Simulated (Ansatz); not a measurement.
Computed with DFT PBE, scalar-relativistic, plane waves, PAW in Ansatz 0.2.0. Cutoff 420 eV, Γ-centred meshes of about 0.25 Å⁻¹ or finer for metals and 0.3 Å⁻¹ for insulators (2π included), Gaussian smearing. No spin polarisation.

A search over trial structures of ScInTeSe gave this relaxed cell.

```yaml
crystal:
  lattice:
    - [4.06177, 0.00000, 0.00000]
    - [-2.03089, 3.51760, 0.00000]
    - [0.00000, 0.00000, 15.87220]
  atoms:
    - { symbol: Sc, position: [0.00000, 0.00000, 0.26377] }
    - { symbol: Sc, position: [0.00000, 0.00000, 0.73623] }
    - { symbol: In, position: [0.33333, 0.66667, 0.50000] }
    - { symbol: In, position: [0.66667, 0.33333, 0.00000] }
    - { symbol: Te, position: [0.33333, 0.66667, 0.15217] }
    - { symbol: Te, position: [0.33333, 0.66667, 0.84783] }
    - { symbol: Se, position: [0.66667, 0.33333, 0.35483] }
    - { symbol: Se, position: [0.66667, 0.33333, 0.64517] }
```

Q: Does it survive phonon and random-displacement tests?

A: As far as tested, yes. The phonons on a 2×2×1 q mesh of the computed 8-atom cell show no imaginary mode. (Phonon run: 12×12×2 k mesh, Gaussian smearing of 0.10 eV.) After random moves of the atoms it relaxes back. The optical modes at Γ run from 35 to 256 cm⁻¹. Sc has 3 Se at 2.75 Å and 3 Te at 2.94 Å; In on its first site is surrounded by 6 Se at 3.29 Å; Te has 3 Sc at 2.94 Å and 3 In at 3.37 Å; Se has 3 Sc at 2.75 Å and 3 In at 3.29 Å; 1 more site not described.

Spin–orbit coupling, which can matter for Te, is left out. Phonons of metals hang on the k mesh and the smearing.
